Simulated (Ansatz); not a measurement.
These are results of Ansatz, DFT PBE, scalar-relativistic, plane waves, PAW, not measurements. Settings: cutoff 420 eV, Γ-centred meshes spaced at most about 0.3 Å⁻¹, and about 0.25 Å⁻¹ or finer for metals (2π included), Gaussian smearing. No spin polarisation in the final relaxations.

Temperature and zero-point effects are left out.

Two relaxed structures of ScAl2As3:

A.

```
CELL_PARAMETERS angstrom
5.20477 0.00000 0.00000
-2.60239 4.50746 0.00000
0.00000 0.00000 4.98003
ATOMIC_POSITIONS crystal
Sc 0.00000 0.00000 0.00000
Al 0.33333 0.66667 0.00000
Al 0.66667 0.33333 0.00000
As 0.28532 0.00000 0.50000
As 0.00000 0.28532 0.50000
As 0.71468 0.71468 0.50000
```

B.

```
CELL_PARAMETERS angstrom
2.94018 1.69751 4.04608
-2.94018 1.69751 4.04608
0.00000 -3.39503 4.04608
ATOMIC_POSITIONS crystal
Sc 0.50000 0.50000 0.50000
Al 0.87845 0.87845 0.87845
Al 0.12155 0.12155 0.12155
As 0.50000 0.50000 0.00000
As 0.00000 0.50000 0.50000
As 0.50000 0.00000 0.50000
```

Question: Which would you expect to be lower, and how large is the difference?

Answer: A is lower, by 34 meV/atom. A has space group P-62m (No. 189), 19.5 Å³/atom and no gap on its mesh; B has space group R-3m (No. 166), 20.2 Å³/atom and no gap. Counting As atoms around Al and Sc (those within 1.25 times the shortest such distance or 1.15 times the sum of covalent radii; the shortest distance is added where it is long for a bond), A has Sc 6, Al 6 from 3.1 Å and B has Sc 6, Al 9 from 3.1 Å. A holds As–As units of three or more atoms (shortest 2.57 Å); in B the shortest As–As distance is 2.94 Å. The denser one is the lower, and pressure would at first widen the difference. In A, Sc has 6 As at 2.90 Å and 6 Al at 3.00 Å; Al has 3 Al at 3.00 Å, 3 Sc at 3.00 Å and 6 As at 3.12 Å; around As lie 2 As at 2.57 Å, 2 Sc at 2.90 Å, 4 Al at 3.12 Å and 4 As at 3.24 Å. In B, around Sc lie 6 As at 2.64 Å and 6 Al at 3.44 Å; Al is surrounded by 1 Al at 2.95 Å, 3 As at 3.08 Å, 6 As at 3.29 Å, 3 Sc at 3.44 Å and 3 Al at 3.57 Å; As has 2 Sc at 2.64 Å, 4 As at 2.94 Å, 2 Al at 3.08 Å and 4 Al at 3.29 Å. Both come from invented guesses. A third cell relaxed alike, in P-4m2, lies 254 meV/atom below the lower of the two.

Cells relaxed within their symmetry can be saddle points.
